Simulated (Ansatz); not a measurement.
# Field gradients of MgCrInS4 from run to run

Cell of run 1: a computed structure from the Materials Project (it need not be an observed phase), atoms as given.

Space group Imma (No. 74); a = 7.3672, b = 7.5164, c = 10.6154 Å.

| site | Wyckoff | site symmetry | x | y | z |
| --- | --- | --- | --- | --- | --- |
| Mg | 4e | mm2 | 0.5000 | 0.2500 | 0.3742 |
| Cr | 4d | .2/m. | 0.7500 | 0.7500 | 0.2500 |
| In | 4b | 2/m.. | 0.5000 | 0.5000 | 0.0000 |
| S7 | 8h | m.. | 0.5000 | 0.9680 | 0.2491 |
| S8 | 8i | .m. | 0.2430 | 0.7500 | 0.4791 |

One atom of each set is listed; the run and its k-mesh use a cell of 14 atoms with edges of 7.47, 7.47, 7.47 Å.

All runs are DFT with Ansatz 0.2.0 (plane waves and PAW, scalar-relativistic unless spin–orbit coupling is named, Γ-centred meshes, Fermi–Dirac smearing where given) in this cell. Start moments of run 1 as typed (μB): 3 on each Cr, none on the rest.

Run 1: PBE, parallel start moments, atoms as given; 420 eV, 5×5×5 k-points, smearing 0.02 eV.
Run 2: r2SCAN, parallel start moments, atoms as given; 500 eV, 5×5×5 k-points, smearing 0.02 eV.
Run 3: PBE, parallel start moments, atoms as given; 300 eV, 5×5×5 k-points, smearing 0.02 eV; this cutoff lies below the one recommended for these PAW files.

```json
{"run": "1", "Cr V_zz (η)": "-1.21 (0.68)", "S7 V_zz (η)": "-1.89 (0.39)", "S8 V_zz (η)": "1.41 (0.96)", "absolute moment (μB)": "6.9"}
{"run": "2", "Cr V_zz (η)": "?", "S7 V_zz (η)": "?", "S8 V_zz (η)": "?", "absolute moment (μB)": "?"}
{"run": "3", "Cr V_zz (η)": "-1.19 (0.69)", "S7 V_zz (η)": "-1.92 (0.38)", "S8 V_zz (η)": "1.43 (0.94)", "absolute moment (μB)": "6.9"}
```

V_zz in 10²¹ V/m²; 3 of the 5 sets of like atoms are followed.

(1) Estimate the row of run 2.

## Answers

(1) Cr: -1.08 (0.73); S7: -1.86 (0.28); S8: -1.52 (0.94); absolute moment (μB): 7.1. It lies nearest to run 1, from whose tensors on these sites it differs by 0.20 at most (largest principal value of the difference, on S7). Taken one at a time, the functional (r2SCAN with its higher cutoff) moves the tensors on these sites by up to 0.20 (largest principal value of the change, on S7), the cutoff by 0.03 (Cr). On some sites the largest principal value moves to another axis from run to run, and the sign of V_zz can flip with it. On S8 η is near 1, so the change of sign is little more than a relabelling of axes.

Without spin–orbit coupling (the program notes it for In) the gradients can shift somewhat, as the gap is small. The magnetic order is the one that the run reached from its start moments, not necessarily the measured one. Without spin–orbit coupling (the program notes it for In) the gradients are little affected as a rule: paired runs on crystals with a gap mostly move them by under 2 % at such atoms. For runs 1, 2, 3: All moments are parallel here, as the start or the cell imposes; many such compounds order antiparallel, where fields and spin densities carried over to other atoms largely cancel. In run 2 the program didn't check the stability of the electronic state in full, so a lower one may lie near.
